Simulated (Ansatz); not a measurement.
Si: energy along a strain

Si, Fd-3m, a = 5.431 Å (as given, not relaxed at this level: 2.0 GPa). Ansatz: PBE, PAW, 420 eV, Γ-centred 10×10×10 mesh on 2 atoms, Gaussian smearing 0.05 eV; no spin polarisation. Cell vectors (Å): 0.000 2.715 2.715; 2.715 0.000 2.715; 2.715 2.715 0.000. The cell is strained by x per cent times the pattern (0 0 0 0 1 0) in the order xx yy zz yz xz xy (engineering shears), with fractional coordinates held. y is the free energy over the start, V0 = 20.023 Å³/atom. Symmetry makes y even in x.

| x (%) | y (meV/atom) |
| --- | --- |
| -2.00 | 2.65 |
| -1.00 | 0.66 |
| 0.00 | 0.00 |
| 0.25 | 0.04 |
| 0.50 | ? |
| 0.75 | 0.37 |
| 1.25 | 1.04 |
| 1.50 | 1.49 |
| 1.75 | 2.03 |

**Question.** Fit y = c2 x² + c4 x⁴ to the other rows, get the stiffness along the pattern, and predict the missing energy.

**Answer.** Least squares on the rows shown. y = 0.6629 x² − 6.106×10⁻⁵ x⁴. The clamped-ion stiffness p·C·p = 2 × 6.629 eV × 160.2 / 20.023 Å³ = 106 GPa, which is C55 in these axes (C44 of the cubic crystal) (second derivative at the start, which stands under stress). At x = 0.50 the fit asked for gives 0.17 meV/atom. The run gave 0.17 meV/atom, the same to the digits shown.